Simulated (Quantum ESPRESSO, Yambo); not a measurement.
**G0W0 results for Li3BrO**

```cif
data_BrLi3O
_chemical_formula_sum 'Li3 O1 Br1'
_space_group_name_H-M_alt 'Pm-3m'
_space_group_IT_number 221
_space_group_name_Hall '-P 4 2 3'
_cell_length_a 3.94864
_cell_length_b 3.94864
_cell_length_c 3.94864
_cell_angle_alpha 90.000
_cell_angle_beta 90.000
_cell_angle_gamma 90.000
loop_
_atom_site_label
_atom_site_type_symbol
_atom_site_symmetry_multiplicity
_atom_site_Wyckoff_symbol
_atom_site_fract_x
_atom_site_fract_y
_atom_site_fract_z
_atom_site_occupancy
Li1 Li 3 d 0.00000 0.00000 0.50000 1
O1 O 1 a 0.00000 0.00000 0.00000 1
Br1 Br 1 b 0.50000 0.50000 0.50000 1
```

The geometry is that of Materials Project entry mp-28593, symmetrised and not relaxed again.

Starting point: LDA (pw.x of Quantum ESPRESSO, ONCV potentials, no spin-orbit coupling). G0W0 in Yambo: 4×4×4 Γ-centred k mesh, bands 4 to 137 and a 10 Ry block in the screening, 137 bands in G with the Bruneval-Gonze terminator, plasmon pole fitted at 27.2 eV.

- LDA gap along the band path: 4.25 eV
- LDA gap between the mesh's edge points (M → M): 4.25 eV
- G0W0 gap between the same points: 6.56 eV

```json
[
 {"k point": "Γ", "band": "VB", "E LDA (eV)": "-0.42", "E QP (eV)": "-1.70", "shift (eV)": "-1.29", "Z": "0.78"},
 {"k point": "Γ", "band": "CB", "E LDA (eV)": "4.46", "E QP (eV)": "5.43", "shift (eV)": "0.97", "Z": "0.84"},
 {"k point": "X", "band": "VB", "E LDA (eV)": "-1.13", "E QP (eV)": "-2.42", "shift (eV)": "-1.30", "Z": "0.77"},
 {"k point": "X", "band": "CB", "E LDA (eV)": "5.62", "E QP (eV)": "6.63", "shift (eV)": "1.01", "Z": "0.84"},
 {"k point": "M", "band": "VB", "E LDA (eV)": "0.00", "E QP (eV)": "-1.25", "shift (eV)": "-1.25", "Z": "0.78"},
 {"k point": "M", "band": "CB", "E LDA (eV)": "4.25", "E QP (eV)": "5.30", "shift (eV)": "1.05", "Z": "0.85"},
 {"k point": "R", "band": "VB", "E LDA (eV)": "-0.92", "E QP (eV)": "-2.26", "shift (eV)": "-1.33", "Z": "0.77"},
 {"k point": "R", "band": "CB", "E LDA (eV)": "8.02", "E QP (eV)": "9.20", "shift (eV)": "1.17", "Z": "0.82"}
]
```

Energies count from the LDA valence-band maximum.

Nearest settings tried, and what they do to the gap: 85 bands in W, 85 bands in G: -12 meV; 8 Ry block (179 vectors against 257): -49 meV. Not varied: mesh. So the settings aren't converged at that level.

Spin-orbit splittings are left out. The cell is held in this high symmetry; tilts and polar distortions were not searched.
